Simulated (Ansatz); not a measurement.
GeMo2C:
```xyz
8
Lattice="3.1417 0.0000 0.0000 -1.5708 2.7208 0.0000 0.0000 0.0000 12.4290" Properties=species:S:1:pos:R:3 pbc="T T T"
Ge     1.5708     0.9069     3.1072
Ge     0.0000     1.8139     9.3217
Mo     1.5708     0.9069    11.3150
Mo     0.0000     1.8139     1.1139
Mo     0.0000     1.8139     5.1006
Mo     1.5708     0.9069     7.3284
C      0.0000     0.0000     0.0000
C      0.0000     0.0000     6.2145
```

Relaxed with r²SCAN. Special points in fractions of this cell's reciprocal vectors: Γ (0.000, 0.000, 0.000); M (0.500, 0.000, 0.000); K (0.333, 0.333, 0.000); A (0.000, 0.000, 0.500); L (0.500, 0.000, 0.500); H (0.333, 0.333, 0.500).

**Question.** List the band energies nearest the Fermi level at these points for DFT-r²SCAN in the program Ansatz with PAW potentials.

**Answer.** In eV from the Fermi level; about four levels below and three above (degenerate sets whole), none deeper than 8.9 eV; points with the same levels are listed once.

| k | below | above |
|---|---|---|
| Γ | -1.00 -1.00 -0.58 -0.58 | 0.69 0.69 0.88 0.88 |
| M | -4.40 -3.51 -3.38 -0.91 | 0.36 0.43 0.49 |
| K | -2.74 -0.94 -0.88 -0.88 | 0.10 0.10 0.75 |
| A | -0.81 -0.81 -0.81 -0.81 | 0.79 0.79 0.79 0.79 |
| L | -3.44 -3.44 -0.48 -0.48 | 0.66 0.66 0.74 0.74 |
| H | -1.93 -1.93 -1.03 -1.03 | 0.49 0.49 0.87 0.87 |

Space group P6_3/mmc. The start of the workflow was typed in or built on a structure type; neither database checked (COD, Materials Project) lists it. Its standing as an ambient phase is unchecked. The cell was relaxed with r²SCAN under the symmetry of its start; whether a distortion lowers the energy is not shown. No spin polarisation was allowed. Spin–orbit coupling is left out wherever it is not named.

Potentials: the earlier of the program's two PAW sets.
